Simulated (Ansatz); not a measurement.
**PtS2 (CdI2 type), map of one atom of the cell**

PtS$_{2}$ (CdI2 type)

```
PtS2
1.0
    3.58366     0.00000     0.00000
   -1.79183     3.10354     0.00000
    0.00000     0.00000     4.65604
Pt S
1 2
Direct
  0.00000   0.00000   0.00000
  0.66667   0.33333   0.25904
  0.33333   0.66667   0.74096
```

In this cell atom 2 (S, nearest neighbour Pt at 2.395 Å; its periodic images, 3.6 Å or more away, move with it) is moved by u·(1.000, 0.000, 0.000) + v·(0.000, 0.000, 1.000); the rest is frozen.

These are PBE-D3(BJ) (plane waves to 420 eV, PAW, scalar-relativistic; Ansatz, an electronic-structure program) values and carry that method's errors. k mesh 12×12×8 (Γ-centred), Fermi-Dirac smearing 0.05 eV. E stands for the smeared free energy. Stress and pressure are positive under compression. Points where atoms come too close for the PAW data are left out (x in tables, blank in figures). With partly filled bands, energies and forces of such displacements shift with the k mesh and the smearing. At this level the bands of PtS2 touch or barely overlap; measurements give the solid a gap. PtS2 is run without spin polarisation. PtS2 was relaxed with its symmetry unable to fall. Spin-orbit coupling is left out, though Pt is heavy. The PAW data are Ansatz's earlier set. The zero of ΔE is the undisplaced structure. Axes are in Å.

ΔE (eV/cell), with u across and v down:

| v \ u | -0.600 | -0.400 | -0.200 | 0.000 | 0.200 | 0.400 | 0.600 |
|---|---|---|---|---|---|---|---|
| -0.600 | x | 4.469 | 2.698 | 2.140 | 2.698 | 4.469 | x |
| -0.400 | x | 2.691 | 1.393 | 0.981 | 1.393 | 2.691 | x |
| -0.200 | 2.979 | 1.407 | 0.523 | 0.238 | 0.523 | 1.407 | 2.979 |
| 0.000 | 1.684 | 0.739 | 0.184 | 0.000 | 0.184 | 0.739 | 1.684 |
| 0.200 | 1.117 | 0.608 | 0.302 | 0.197 | 0.302 | 0.608 | 1.117 |
| 0.400 | 1.080 | 0.842 | 0.720 | 0.681 | 0.720 | 0.842 | 1.080 |
| 0.600 | 1.372 | 1.279 | 1.278 | 1.290 | 1.278 | 1.279 | 1.372 |

P (GPa), with u across and v down:

```csv
v \ u,-0.600,-0.400,-0.200,0.000,0.200,0.400,0.600
-0.600,x,49.2,35.0,30.3,35.0,49.2,x
-0.400,x,33.1,22.3,18.8,22.3,33.1,x
-0.200,31.9,18.8,11.0,8.4,11.0,18.8,31.9
0.000,16.2,7.3,1.8,0.0,1.8,7.3,16.2
0.200,5.2,-0.8,-4.6,-5.9,-4.6,-0.8,5.2
0.400,-1.3,-5.4,-8.2,-9.2,-8.2,-5.4,-1.3
0.600,-3.7,-6.7,-8.8,-9.6,-8.8,-6.7,-3.7
```

Derived quantities:

Principal force constants in the plane (five-point differences of the forces): 9.2 and 11.1 eV/Å². Softest direction at the centre: along u. Centre of the map: a minimum. Lowest place on the grid: u = 0.000 Å, v = 0.000 Å (0 meV/cell).

(For displaced atoms, the force is minus the slope of the energy, and its curvature is a force constant, which sets phonon frequencies.)
